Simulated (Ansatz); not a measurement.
Relaxed-ion elastic tensor of TiSe2 (CdI2 type, P-3m1) in GPa (Voigt order), LDA in the plane-wave PAW code Ansatz; density 5.75 g/cm³, 19.81 Å³ per atom.

```
      1     2     3     4     5     6
-  ----  ----  ----  ----  ----  ----
1   126  29.1  21.2  -6.6   0.0   0.0
2  29.1   126  21.2   6.6   0.0   0.0
3  21.2  21.2  63.3   0.0   0.0   0.0
4  -6.6   6.6   0.0  22.4   0.0   0.0
5   0.0   0.0   0.0   0.0  22.4  -6.6
6   0.0   0.0   0.0   0.0  -6.6  48.5
```

Question: Is the crystal mechanically stable?

Answer: Yes: the smallest eigenvalue of C is 20.9 GPa.

Question: Work out the Voigt, Reuss and Hill averages.

Answer: K_V = 51.0, K_R = 45.4, K_H = 48.2; G_V = 35.0, G_R = 29.4, G_H = 32.2 GPa.

Question: Give Young's modulus, Poisson's ratio, Pugh's ratio and the universal anisotropy index.

Answer: E = 9KG/(3K + G) = 79.0 GPa; ν = 0.23; K/G = 1.50 (brittle by the Pugh limit of 1.75); A_U = 5G_V/G_R + K_V/K_R − 6 = 1.07.

Question: Estimate the sound speeds and the Debye temperature.

Answer: v_l = √((K + 4G/3)/ρ) = 3980 m/s, v_t = √(G/ρ) = 2370 m/s, mean 2620 m/s; Θ = (h/k)(3n/4πV)^(1/3) v_m = 288 K.

Question: Solve the Christoffel equation for the three sound speeds along x, y, z.

Answer: Eigenvalues of C_ijkl n_j n_l equal ρv². In km/s, slowest first: x 1.91, 2.95, 4.68; y 1.96, 2.91, 4.69; z 1.98, 1.98, 3.32.

Question: How much does each axis shrink under pressure?

Answer: Linear compressibilities β_i = Σ_j S_ij (j = 1 to 3): x 4.7, y 4.7, z 13 per TPa.

Symmetry was held in the LDA relaxation; of distortions, only those at the zone centre were tested. The run is not spin-polarised. A crystal of weakly bound layers computed without a dispersion correction: the cell and the soft elastic constants depend strongly on that. As this level gives no gap, shear constants depend on the k-mesh and smearing (Fermi–Dirac, 0.1 eV here).

Potentials: the later of the program's two PAW sets.
